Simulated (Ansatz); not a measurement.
BW$_{2}$, in the lowest among the structures calculated here: I4/mcm (No. 140), tI12; a = b = 5.537 Å, c = 4.750 Å, α = β = γ = 90.00°; B 4a (0.000, 0.000, 0.250); W 8h (0.170, 0.330, 0.000). The numbers are results of PBEsol (plane waves to 420 eV, PAW, scalar-relativistic; Ansatz, a quantum-chemistry and plane-wave program), not measurements. Element references, the lowest calculated here: W (Im-3m), B (R-3m).

Q: Predict the formation energy of this I4/mcm form of BW2 from the elements from PBEsol.

A: -0.30 eV/atom.

Q: Is it stable against the other phases calculated?

A: Yes: the most favourable decomposition, BW2 → BW + W (W Im-3m, BW I4₁/amd), costs 0.02 eV/atom.

This is the hull of the energies calculated here, no anion corrections; phases that were not calculated are missing from it. Values are rounded to 0.01 eV/atom. Spin-orbit coupling is missing from these energies, which matters for elements this heavy. The compounds carry no spin polarisation.
